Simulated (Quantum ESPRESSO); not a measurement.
# PSi2AlC4: one run as intended and one with a planted mistake

Computed values, not a measurement. The program is pw.x of Quantum ESPRESSO 7.5 (plane-wave density functional theory). The cell is made up: 8 atoms on a wurtzite lattice, with randomly drawn elements, strain and displacements, not relaxed. PseudoDojo standard norm-conserving files (v0.5 for PBE, v0.4.1 for LDA and PBEsol) set the functional; there is no spin polarisation, spin-orbit coupling or dispersion term, and the masses in the input are unused placeholders.

Intended input:

```
&control calculation='scf', pseudo_dir='./dojo.nc.sr.pbe.v0_5.standard.upf', outdir='./o', disk_io='medium', tprnfor=.true., tstress=.true. /
&system ibrav=0, nat=8, ntyp=4, nbnd=22, ecutwfc=82.02448710, nosym=.true., tot_charge=0,
 occupations='smearing', smearing='fd', degauss=0.0018374661
/
&electrons conv_thr=7.350e-09, electron_maxstep=60, /
ATOMIC_SPECIES
Al 1.0 Al.upf
C 1.0 C.upf
P 1.0 P.upf
Si 1.0 Si.upf
CELL_PARAMETERS angstrom
3.0818 -0.0406 -0.0561
-0.0704 5.3202 -0.0205
-0.0916 -0.0193 5.0537
ATOMIC_POSITIONS angstrom
P 0.0276 -0.0149 -0.0356
Si 1.4662 2.6507 0.039
Al 1.4526 0.7964 2.4926
Si -0.0997 3.509 2.535
C -0.0563 0.0621 1.8939
C 1.4326 2.5823 1.8873
C 1.4067 0.8482 4.4053
C -0.1026 3.4976 4.4347
K_POINTS automatic
6 4 4 1 1 1
```

The log is shortened where brackets say so; the opening notice, blank lines, dates and the lines on written files are dropped, and the path of the files is cut. It prints rydbergs, bohrs and kilobars, and counts compression as positive stress.

Log of the intended run:

```
     Program PWSCF v.7.5
     Parallel version (MPI & OpenMP), running on       1 processor cores
     Number of MPI processes:                 1
     Threads/MPI process:                     1
     [start-up lines left out]
     bravais-lattice index     =            0
     lattice parameter (alat)  =       5.8252  a.u.
     unit-cell volume          =     558.8718 (a.u.)^3
     number of atoms/cell      =            8
     number of atomic types    =            4
     number of electrons       =        32.00
     number of Kohn-Sham states=           22
     kinetic-energy cutoff     =      82.0245  Ry
     charge density cutoff     =     328.0979  Ry
     scf convergence threshold =      7.3E-09
     mixing beta               =       0.7000
     number of iterations used =            8  plain     mixing
     Exchange-correlation= PBE
                           (   1   4   3   4   0   0   0)
     [axes and pseudopotential details left out]
   Cartesian axes
     site n.     atom                  positions (alat units)
         1        P      tau(   1) = (   0.0089535  -0.0048336  -0.0115488  )
         2        Si     tau(   2) = (   0.4756409   0.8598972   0.0126517  )
         3        Al     tau(   3) = (   0.4712290   0.2583552   0.8086089  )
         4        Si     tau(   4) = (  -0.0323431   1.1383329   0.8223636  )
         5        C      tau(   5) = (  -0.0182639   0.0201455   0.6143884  )
         6        C      tau(   6) = (   0.4647409   0.8377079   0.6122473  )
         7        C      tau(   7) = (   0.4563388   0.2751593   1.4290961  )
         8        C      tau(   8) = (  -0.0332838   1.1346347   1.4386335  )
     number of k points=    48  Fermi-Dirac smearing, width (Ry)=  0.0018
                       cart. coord. in units 2pi/alat
        k(    1) = (   0.0857488   0.0738618   0.0780819), wk =   0.0416667
        k(    2) = (   0.0885339   0.0744865   0.2306259), wk =   0.0416667
     [further k points left out]
     Dense  grid:    56071 G-vectors     FFT dimensions: (  36,  60,  60)
     Estimated max dynamical RAM per process >      66.18 MB
     Initial potential from superposition of free atoms
     starting charge      31.9960, renormalised to      32.0000
     Starting wfcs are   32 randomized atomic wfcs
     total cpu time spent up to now is        6.9 secs
     per-process dynamical memory:    53.3 Mb
     Self-consistent Calculation
     iteration #  1     ecut=    82.02 Ry     beta= 0.70
     Davidson diagonalization with overlap
     ethr =  1.00E-02,  avg # of iterations =  3.4
     total cpu time spent up to now is       20.1 secs
     total energy              =     -82.71449429 Ry
     estimated scf accuracy    <       2.05040114 Ry
     iteration #  2     ecut=    82.02 Ry     beta= 0.70
     Davidson diagonalization with overlap
     ethr =  6.41E-03,  avg # of iterations =  2.4
     total cpu time spent up to now is       31.9 secs
     total energy              =     -82.99163364 Ry
     estimated scf accuracy    <       2.01634504 Ry
     [iterations 3 to 10 left out]
     iteration # 11     ecut=    82.02 Ry     beta= 0.70
     Davidson diagonalization with overlap
     ethr =  1.00E-09,  avg # of iterations =  3.7
     total cpu time spent up to now is      130.0 secs
     total energy              =     -83.52763609 Ry
     estimated scf accuracy    <       0.00000019 Ry
     iteration # 12     ecut=    82.02 Ry     beta= 0.70
     Davidson diagonalization with overlap
     ethr =  6.07E-10,  avg # of iterations =  2.1
     total cpu time spent up to now is      137.8 secs
     End of self-consistent calculation
     [lines on levels left out]
!    total energy              =     -83.52763614 Ry
     estimated scf accuracy    <          7.1E-09 Ry
     smearing contrib. (-TS)   =      -0.00000000 Ry
     internal energy E=F+TS    =     -83.52763614 Ry
     The total energy is F=E-TS. E is the sum of the following terms:
     one-electron contribution =      20.98644501 Ry
     hartree contribution      =       9.86359875 Ry
     xc contribution           =     -30.26867758 Ry
     ewald contribution        =     -84.10900233 Ry
     convergence has been achieved in  12 iterations
     Forces acting on atoms (cartesian axes, Ry/au):
     atom    1 type  3   force =    -0.03497253   -0.00631822    0.12543012
     atom    2 type  4   force =     0.04309588   -0.01937023    0.03141162
     atom    3 type  1   force =     0.05648202    0.04303148   -0.01369807
     atom    4 type  4   force =    -0.00175956    0.02287482   -0.07337784
     atom    5 type  2   force =    -0.04771815   -0.17210223   -0.11759691
     atom    6 type  2   force =     0.00252881    0.10506413   -0.00454548
     atom    7 type  2   force =     0.02750192   -0.03596792    0.05695844
     atom    8 type  2   force =    -0.04515839    0.06278818   -0.00458188
     Total force =     0.315346     Total SCF correction =     0.000090
     Computing stress (Cartesian axis) and pressure
          total   stress  (Ry/bohr**3)                   (kbar)     P=       80.79
   0.00077925   0.00039865   0.00047590          114.63       58.64       70.01
   0.00039865   0.00043371   0.00010060           58.64       63.80       14.80
   0.00047590   0.00010060   0.00043464           70.01       14.80       63.94
     init_run     :      6.64s CPU      6.76s WALL (       1 calls)
     electrons    :    119.08s CPU    130.89s WALL (       1 calls)
     forces       :      1.37s CPU      1.39s WALL (       1 calls)
     stress       :      5.30s CPU      5.34s WALL (       1 calls)
     [timing details left out]
     PWSCF        :   2m12.56s CPU   2m24.63s WALL
     JOB DONE.
```

A second run has one planted mistake: two atoms have their elements exchanged. The input lines that differ, file-writing options aside:

```
- P 0.0276 -0.0149 -0.0356
+ C 0.0276 -0.0149 -0.0356
- C -0.0563 0.0621 1.8939
+ P -0.0563 0.0621 1.8939
```

Its log:

```
     Program PWSCF v.7.5
     Parallel version (MPI & OpenMP), running on       1 processor cores
     Number of MPI processes:                 1
     Threads/MPI process:                     1
     [start-up lines left out]
     bravais-lattice index     =            0
     lattice parameter (alat)  =       5.8252  a.u.
     unit-cell volume          =     558.8718 (a.u.)^3
     number of atoms/cell      =            8
     number of atomic types    =            4
     number of electrons       =        32.00
     number of Kohn-Sham states=           22
     kinetic-energy cutoff     =      82.0245  Ry
     charge density cutoff     =     328.0979  Ry
     scf convergence threshold =      7.3E-09
     mixing beta               =       0.7000
     number of iterations used =            8  plain     mixing
     Exchange-correlation= PBE
                           (   1   4   3   4   0   0   0)
     [axes and pseudopotential details left out]
   Cartesian axes
     site n.     atom                  positions (alat units)
         1        C      tau(   1) = (   0.0089535  -0.0048336  -0.0115488  )
         2        Si     tau(   2) = (   0.4756409   0.8598972   0.0126517  )
         3        Al     tau(   3) = (   0.4712290   0.2583552   0.8086089  )
         4        Si     tau(   4) = (  -0.0323431   1.1383329   0.8223636  )
         5        P      tau(   5) = (  -0.0182639   0.0201455   0.6143884  )
         6        C      tau(   6) = (   0.4647409   0.8377079   0.6122473  )
         7        C      tau(   7) = (   0.4563388   0.2751593   1.4290961  )
         8        C      tau(   8) = (  -0.0332838   1.1346347   1.4386335  )
     number of k points=    48  Fermi-Dirac smearing, width (Ry)=  0.0018
                       cart. coord. in units 2pi/alat
        k(    1) = (   0.0857488   0.0738618   0.0780819), wk =   0.0416667
        k(    2) = (   0.0885339   0.0744865   0.2306259), wk =   0.0416667
     [further k points left out]
     Dense  grid:    56071 G-vectors     FFT dimensions: (  36,  60,  60)
     Estimated max dynamical RAM per process >      66.18 MB
     Initial potential from superposition of free atoms
     starting charge      31.9960, renormalised to      32.0000
     Starting wfcs are   32 randomized atomic wfcs
     total cpu time spent up to now is        6.2 secs
     per-process dynamical memory:    53.3 Mb
     Self-consistent Calculation
     iteration #  1     ecut=    82.02 Ry     beta= 0.70
     Davidson diagonalization with overlap
     ethr =  1.00E-02,  avg # of iterations =  5.3
     total cpu time spent up to now is       20.0 secs
     total energy              =     -82.48697265 Ry
     estimated scf accuracy    <       1.19724949 Ry
     iteration #  2     ecut=    82.02 Ry     beta= 0.70
     Davidson diagonalization with overlap
     ethr =  3.74E-03,  avg # of iterations =  2.9
     total cpu time spent up to now is       30.6 secs
     total energy              =     -82.58976716 Ry
     estimated scf accuracy    <       1.40182568 Ry
     [iterations 3 to 11 left out]
     iteration # 12     ecut=    82.02 Ry     beta= 0.70
     Davidson diagonalization with overlap
     ethr =  6.17E-11,  avg # of iterations =  3.9
     total cpu time spent up to now is      133.2 secs
     total energy              =     -82.93217622 Ry
     estimated scf accuracy    <       0.00000001 Ry
     iteration # 13     ecut=    82.02 Ry     beta= 0.70
     Davidson diagonalization with overlap
     ethr =  3.33E-11,  avg # of iterations =  2.0
     total cpu time spent up to now is      141.7 secs
     End of self-consistent calculation
     [lines on levels left out]
!    total energy              =     -82.93217622 Ry
     estimated scf accuracy    <          9.7E-10 Ry
     smearing contrib. (-TS)   =      -0.00000000 Ry
     internal energy E=F+TS    =     -82.93217622 Ry
     The total energy is F=E-TS. E is the sum of the following terms:
     one-electron contribution =      22.69950273 Ry
     hartree contribution      =       8.87519209 Ry
     xc contribution           =     -30.13282731 Ry
     ewald contribution        =     -84.37404373 Ry
     convergence has been achieved in  13 iterations
     Forces acting on atoms (cartesian axes, Ry/au):
     atom    1 type  2   force =     0.00663486   -0.00199343   -0.04818357
     atom    2 type  4   force =     0.04489084   -0.01302976   -0.01037877
     atom    3 type  1   force =     0.15499420    0.39626685    0.32501281
     atom    4 type  4   force =     0.00216764   -0.21741373    0.05997798
     atom    5 type  3   force =    -0.14953435   -0.27649038   -0.44187774
     atom    6 type  2   force =     0.00011123    0.10134303   -0.01229164
     atom    7 type  2   force =    -0.01084105   -0.09894901    0.10490910
     atom    8 type  2   force =    -0.04842337    0.11026642    0.02283183
     Total force =     0.826221     Total SCF correction =     0.000046
     Computing stress (Cartesian axis) and pressure
          total   stress  (Ry/bohr**3)                   (kbar)     P=      358.76
   0.00382540   0.00045622   0.00066117          562.74       67.11       97.26
   0.00045622   0.00201551   0.00035800           67.11      296.49       52.66
   0.00066117   0.00035800   0.00147546           97.26       52.66      217.05
     init_run     :      5.52s CPU      6.02s WALL (       1 calls)
     electrons    :    116.81s CPU    135.57s WALL (       1 calls)
     forces       :      2.09s CPU      2.13s WALL (       1 calls)
     stress       :      6.27s CPU      6.30s WALL (       1 calls)
     [timing details left out]
     PWSCF        :   2m10.85s CPU   2m30.30s WALL
     JOB DONE.
```

|  | intended run | run with the mistake |
| --- | --- | --- |
| free energy (eV) | -1136.451 | -1128.350 |
| smearing term -TS (eV) | 0.0000 | 0.0000 |
| pressure (GPa) | 8.08 | 35.88 |
| largest force component (eV/Å) | 4.425 | 11.361 |
| largest change of a force component (eV/Å) |  | 9.082 |
| iterations | 12 | 13 |

For scale, a rerun of the intended cell at 1347 eV and a 8 x 6 x 6 mesh moved values by no more than 0.003 eV in energy, 0.15 GPa in stress and 0.007 eV/Å in force.